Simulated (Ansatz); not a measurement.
# GaIr: computed property card

GaIr:
```cif
data_GaIr
_chemical_formula_sum 'Ir1 Ga1'
_space_group_name_H-M_alt 'Pm-3m'
_space_group_IT_number 221
_space_group_name_Hall '-P 4 2 3'
_cell_length_a 3.02629
_cell_length_b 3.02629
_cell_length_c 3.02629
_cell_angle_alpha 90.000
_cell_angle_beta 90.000
_cell_angle_gamma 90.000
loop_
_atom_site_label
_atom_site_type_symbol
_atom_site_symmetry_multiplicity
_atom_site_Wyckoff_symbol
_atom_site_fract_x
_atom_site_fract_y
_atom_site_fract_z
_atom_site_occupancy
Ir1 Ir 1 b 0.50000 0.50000 0.50000 1
Ga1 Ga 1 a 0.00000 0.00000 0.00000 1
```

Space group Pm-3m (No. 221), CsCl type; conventional cell a = b = c = 3.0263 Å, α = β = γ = 90.00°.

Method: r²SCAN (plane waves, PAW; program Ansatz). Geometry: relaxed at this level of theory. Other levels are named where they apply.

Cell and energy:

```yaml
volume_per_atom: 13.86 Å³
density: 15.69 g/cm³
Formation energy from the elements (no fitted shifts): -0.43 eV/atom
```

Electronic structure:

```yaml
electronic_character: metallic (no gap)
Density of states at the Fermi level: 0.23 states/eV per atom (mean over ±0.08 eV)
Gap with spin–orbit coupling: none (metallic)
```

Mechanics:

```yaml
Bulk modulus (Birch–Murnaghan fit): 244 GPa
Pressure derivative B′: 4.9
```

Charges:

```yaml
bader_charges: Ir -0.88, Ga +0.88 e
```

The workflow started from an entry of the Crystallography Open Database (COD). Its standing as an ambient phase is unchecked. The cell was relaxed with r²SCAN under the symmetry of its start; whether a distortion lowers the energy is not shown. No spin polarisation was allowed. The references are the lowest solids computed at this level, not always the standard phases. Scalar-relativistic: spin–orbit coupling is off unless named, which matters more the heavier the elements.

Potentials: the later of the program's two PAW sets.
